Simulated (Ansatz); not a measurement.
Space group P6_3/mmc (No. 194). a = 5.127 Å, b = 5.127 Å, c = 8.307 Å, α = 90.00°, β = 90.00°, γ = 120.00°
| atom | site | symmetry | x | y | z |
| --- | --- | --- | --- | --- | --- |
| Sr | 2b | -6m2 | 0.0000 | 0.0000 | 0.2500 |
| Tl | 4f | 3m. | 0.3333 | 0.6667 | 0.4509 |

Equation of state of this SrTl$_{2}$ structure (not necessarily the ground state), with shape and atoms relaxed at each volume where symmetry leaves them free. It has no gap at any of these volumes. Level of theory: Ansatz 0.2.0, DFT r2SCAN, scalar-relativistic, plane waves, PAW.

Cutoff 500 eV; k points 12×12×6 on the computed 6-atom cell (Γ-centred); Gaussian smearing, width 0.10 eV; no spin polarisation.

```json
{"V (Å³/atom)": "27.729", "E − E(largest V) (meV/atom)": "32.49", "P (GPa)": "5.66"}
{"V (Å³/atom)": "28.675", "E − E(largest V) (meV/atom)": "4.51", "P (GPa)": "3.85"}
{"V (Å³/atom)": "29.620", "E − E(largest V) (meV/atom)": "-13.68", "P (GPa)": "2.34"}
{"V (Å³/atom)": "30.565", "E − E(largest V) (meV/atom)": "-23.66", "P (GPa)": "1.07"}
{"V (Å³/atom)": "31.511", "E − E(largest V) (meV/atom)": "-26.75", "P (GPa)": "0.00"}
{"V (Å³/atom)": "32.456", "E − E(largest V) (meV/atom)": "-24.00", "P (GPa)": "-0.90"}
{"V (Å³/atom)": "33.401", "E − E(largest V) (meV/atom)": "-16.36", "P (GPa)": "-1.63"}
{"V (Å³/atom)": "34.662", "E − E(largest V) (meV/atom)": "0.00", "P (GPa)": "-2.45"}
```

Problem. Fit a third-order Birch–Murnaghan equation to E(V).

Solution. V0 = 31.51 Å³/atom, B0 = 33 GPa, B0' = 4.8.

Spin-orbit coupling is left out, which matters for the bands of heavy elements.